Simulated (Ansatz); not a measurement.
Values for one crystal, relaxed and computed with LDA in the plane-wave PAW code Ansatz; other levels are named.

| Quantity | Value |
|---|---|
| Volume per atom | 15.49 Å³ |
| Electronic character | metallic (no gap) |
| Formation energy from the elements (no fitted shifts) | -0.58 eV/atom |
| Highest zone-centre frequency | 441 cm⁻¹ |
| Zone-centre stability | no imaginary mode at Γ |
| Density of states at the Fermi level | 0.44 states/eV per atom (mean over ±0.08 eV) |
| Bulk modulus (Birch–Murnaghan fit) | 235 GPa |

Problem. Which compound is it?
A) Ta2Si, I4/mcm (Ta on 8h, Si on 4a)
B) MgTe, CsCl type
C) TiS2, CdI2 type
D) LuSi2, P6/mmm (Lu on 1a, Si on 2d)

Solution. A, Ta2Si, I4/mcm (Ta on 8h, Si on 4a)

The workflow started from a Materials Project entry (that database holds measured and hypothetical structures alike); the Crystallography Open Database copy checked does not list it. Whether it is the stable phase at ambient conditions was not checked. Symmetry was held in the LDA relaxation. No spin polarisation was allowed. As this level gives no gap, phonon frequencies hold no LO–TO term and depend on the k-mesh and smearing (Fermi–Dirac, 0.1 eV here). The references are the lowest solids computed at this level, not always the standard phases. Scalar-relativistic: spin–orbit coupling is off unless named, which matters more the heavier the elements.

Potentials: the later of the program's two PAW sets.
